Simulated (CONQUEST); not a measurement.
Worked example: self-consistent single point of Ta2Si (I4/mcm, 12 atoms in the cell; from Materials Project mp-2783) in CONQUEST.

Method: PBEsol, numerical atomic orbitals double-zeta with polarisation (the shipped basis), PseudoDojo norm-conserving potentials made for PBEsol (CONQUEST).

```xyz
12
Lattice="6.1755 0.0000 0.0000 0.0000 6.1755 0.0000 0.0000 0.0000 5.0473" Properties=species:S:1:pos:R:3 pbc="T T T"
Ta     2.0775     1.0103     2.5236
Ta     1.0103     2.0775     0.0000
Ta     5.1653     2.0775     2.5236
Ta     4.0980     1.0103     0.0000
Ta     5.1653     4.0980     0.0000
Ta     4.0980     5.1653     2.5236
Ta     2.0775     5.1653     0.0000
Ta     1.0103     4.0980     2.5236
Si     0.0000     0.0000     1.2618
Si     0.0000     0.0000     3.7855
Si     3.0878     3.0878     3.7855
Si     3.0878     3.0878     1.2618
```

Reference input (self-consistent single point, DFT, PBEsol, numerical atomic orbitals double-zeta with polarisation (the shipped basis), PseudoDojo norm-conserving potentials made for PBEsol): basis = DZP; Diag.MPMeshX, Y, Z = 3 3 3; potentials = PseudoDojo norm-conserving PBEsol; Grid.GridCutoff = 140 Ha; DM.SolutionMethod = diagon; Diag.MPShiftX = 0.16666667; Diag.MPShiftY = 0.16666667; Diag.MPShiftZ = 0.16666667; Diag.SmearingType = 1; Diag.kT = 0.001837 Ha; Diag.MPOrder = 0; minE.SCTolerance = 1.0e-06. This run's input differs from it in these lines:

```diff
@@ -14,3 +14,3 @@
 
-Grid.GridCutoff                140
+Grid.GridCutoff                70
 DM.SolutionMethod              diagon
```

Output, abridged:

```
    PulayMixSC: Starting Pulay mixing, A_up =  0.500 A_dn =  0.500
    PulayMixSC: Spin non-polarised calculation.
    PulayMixSC: with Kerker preconditioning, q0 =  0.100
          Harris-Foulkes Energy            :      -537.813590141607392 Ha
          Free Energy (E-TS)               :      -537.814568901341090 Ha
    PulayMixSC: Pulay iteration     1 residual:              0.15074E-02
          Harris-Foulkes Energy            :      -537.736285584020720 Ha
          Free Energy (E-TS)               :      -537.737225068944667 Ha
    PulayMixSC: Pulay iteration     2 residual:              0.51896E-03
   [... lines left out ...]
          Free Energy (E-TS)               :      -537.729798309973944 Ha
    PulayMixSC: Pulay iteration     4 residual:              0.34504E-04
          Harris-Foulkes Energy            :      -537.729340568397220 Ha
          Free Energy (E-TS)               :      -537.729786807946311 Ha
    PulayMixSC: Pulay iteration     5 residual:              0.31415E-05
          Harris-Foulkes Energy            :      -537.729338908394766 Ha
          Free Energy (E-TS)               :      -537.729787657480642 Ha
    PulayMixSC: Pulay iteration     6 residual:              0.88561E-06
    PulayMixSC: Reached SCF tolerance of  0.88561E-06 after      6 iterations
      | Number of electrons      =       120.000134
      | GS Energy with kT -> 0   =      -537.729563282937647 Ha
      | Free Energy as E-TS      =      -537.729787657480642 Ha
      |* Harris-Foulkes energy   =      -537.729338908394766 Ha
      |* DFT total energy        =      -537.729338888219672 Ha

    force: Forces on atoms (Ha/a0)
    force:  Atom   X              Y              Z
    force:     1   0.0006349958  -0.0006349959   0.0000000000
    force:     2  -0.0006349959   0.0006349958  -0.0000000000
    force:     3   0.0006349959   0.0006349959   0.0000000000
    force:     4  -0.0006349958  -0.0006349959  -0.0000000000
    force:     5   0.0006349958  -0.0006349959   0.0000000000
    force:     6  -0.0006349959   0.0006349958  -0.0000000000
   [... lines left out ...]
    force: Maximum force :        0.00063500(Ha/a0) on atom         2 in x direction
   [... lines left out ...]
    force: Force Residual:        0.00073323 Ha/a0
    force: Total stress:          5.02720728     0.00000021     0.00000000 GPa
                             0.00000021     5.02720719     0.00000000
                             0.00000000     0.00000000    -0.70434720
    force: Average pressure:     -3.11668909 GPa

    get_E_and_F: Change in energy during last step of electronic optimisation:  0.16600E-05
```

The run converged in 6 iterations. CONQUEST prints the stress tensor with tension positive. Against the reference run the free energy stays essentially unchanged (within 1 meV/atom) and the pressure goes from -3.27 to -3.12 GPa.

Spin-orbit coupling is left out, which matters for bands and gaps with elements this heavy. The program uses no crystal symmetry, so grid and mesh can part values that symmetry would make equal. The atom-centred basis is finite, which shifts total energies and pressures against plane waves. This run is one point of a test of settings, so its values need not be converged; read them against the reference run alone. The structure comes from a collection of computed structures, made at another level of theory; the collection holds predicted forms beside known ones. No clean gap shows at this smearing width and mesh (spacing up to 0.41 Å⁻¹); the mesh is coarse for partly filled bands, so the values carry mesh errors.

Cost on one core: roughly 110 core-seconds.
